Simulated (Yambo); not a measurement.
```
CELL_PARAMETERS angstrom
      3.15382     0.00000     0.00000
     -1.57691     2.73129     0.00000
      0.00000     0.00000    12.13835
ATOMIC_POSITIONS crystal
  S  0.33333 0.66667 0.62024
  S  0.66667 0.33333 0.37976
  S  0.66667 0.33333 0.12024
  S  0.33333 0.66667 0.87976
  W  0.33333 0.66667 0.25000
  W  0.66667 0.33333 0.75000
```

WS₂ (space group P6_3/mmc, No. 194): mean Im ε in 1 eV windows above the direct gap of 2.17 eV, for different electron-hole kernels (Yambo, broadening 0.15 eV, PBEsol (pw.x of Quantum ESPRESSO, ONCV potentials, with spin-orbit coupling) bands; 6×6×1 mesh, 20 valence and 20 conduction bands, static screening with 136 bands and a 3 Ry block, scissor 0.54 eV, Tamm-Dancoff; field along x).

```
window (eV)  independent quasiparticles  RPA (no attraction)  BSE
-----------  --------------------------  -------------------  ---
2.2 to 3.2                           11                  9.2   14
3.2 to 4.2                           13                   12   16
4.2 to 5.2                           16                   18   15
5.2 to 6.2                           12                   11   10
```

This run doesn't resolve bound excitons or single peaks, so only averages are given, and they too depend on the mesh; weight that the attraction moves below the gap isn't listed. All transitions below 6.33 eV are in the band window. The scissor comes from a G0W0 run whose convergence isn't established.

Geometry relaxed with PBE+D3(BJ).
